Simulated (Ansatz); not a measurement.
Values for one crystal, relaxed and computed with r²SCAN+D4 (plane waves, PAW; program Ansatz); other levels are named.

| Property | Result |
|---|---|
| Volume per atom | 26.98 Å³ |
| Band gap | 2.56 eV (indirect) |
| Valence-band maximum | at A |
| Formation energy from the elements (no fitted shifts) | -1.24 eV/atom |
| Conduction-band minimum | at M (3 equivalent valleys) |
| Electron effective mass | 0.57, 3.0, 16 mₑ (principal values) |
| Pressure derivative B′ | 11.7 |

Problem. Which compound is it?
A. MnBr2, CdI2 type
B. MnCl2, R-3m (Mn on 3a, Cl on 6c)
C. MgI2, CdI2 type
D. H4BrN, P4/nmm (H on 8i, Br on 2c, N on 2a)

Solution. A, MnBr2, CdI2 type

Space group P-3m1 (CdI2 type). The first step of the workflow began from a Materials Project structure, measured or hypothetical; the Crystallography Open Database files this formula in space group No. 164, but the cells were not matched. Whether it is the stable phase at ambient conditions was not checked. Symmetry was held in the r²SCAN+D4 relaxation; whether a distortion lowers the energy is not shown. Spin order of the final state: ferromagnetic, chosen from 5 collinear starts compared on coarse meshes (ties went to the first, and starts can fall back to one state), not a proven ground state. Other orbital occupations within this spin state were not tried. No Hubbard U is applied. The references are the lowest solids computed at this level, not always the standard phases. The manganese reference at this level is a Cmcm phase, not α-Mn. Spin–orbit coupling is left out wherever it is not named.

Potentials: the later of the program's two PAW sets.
